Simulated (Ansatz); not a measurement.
Input and command of a plane-wave DFT calculation in Ansatz:

```yaml
crystal:
  lattice:
    - [-1.6707796245, 1.6707796245, 1.59121869]
    - [1.6707796245, -1.6707796245, 1.59121869]
    - [1.6707796245, 1.6707796245, -1.59121869]
  atoms:
    - { symbol: Al, position: [0.0, 0.0, 0.0] }
basis:
  ecutwfc: 420
kpoints:
  mp_grid: { grid: [20, 20, 20] }
hamiltonian:
  xc: pbesol
scf:
  occupations: { method: gaussian, width: 0.15 }
output:
  forces: true
  stress: true
  eigenvalues: true
```

```bash
ansatz run input.yaml --threads 1 --pin off --max-ram 2560MiB --backend cpu --events-out ev --progress --plain --runs-dir out
```

Processor: Intel(R) Xeon(R) Processor @ 2.70GHz, 1 thread, on a host shared with other jobs.

**Question.** How long does it run, and how much memory does it take?

**Answer.** About 3.2 s on 1 thread of Intel(R) Xeon(R) Processor @ 2.70GHz, on a shared host, peak memory 0.38 GiB. It solves 6 bands at 641 k points (the mesh reduced by symmetry) with about 353 plane waves, in 6 SCF iterations.
